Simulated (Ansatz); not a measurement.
# Li₃SeF (Pm-3m) at 3 levels of theory

One geometry, relaxed with PBE; plane waves with PAW potentials in Ansatz, scalar-relativistic. No spin polarisation. Gaps are the least over mesh and band path; pressure is positive in compression, and isn't given for hybrids.

```xyz
5
Lattice="3.9963 0.0000 0.0000 0.0000 3.9963 0.0000 0.0000 0.0000 3.9963" Properties=species:S:1:pos:R:3 pbc="T T T"
Li    1.9981    0.0000    1.9981
Li    1.9981    1.9981    0.0000
Li    0.0000    1.9981    1.9981
Se    0.0000    0.0000    0.0000
F     1.9981    1.9981    1.9981
```

```json
{"level": "PBE", "cutoff (eV)": "420", "k mesh": "6×6×6", "gap (eV)": "3.74", "pressure (GPa)": "0.0"}
```

Question: What comes out on the same cell with r2SCAN, HSE06?

Answer:
| level | cutoff (eV) | k mesh | gap (eV) | pressure (GPa) |
| --- | --- | --- | --- | --- |
| r2SCAN | 500 | 6×6×6 | 4.58 | -1.3 |
| HSE06 | 420 | 4×4×4 | 4.82 | - |

The structure comes from a generated guess; another structure or a mixture of phases may lie lower.
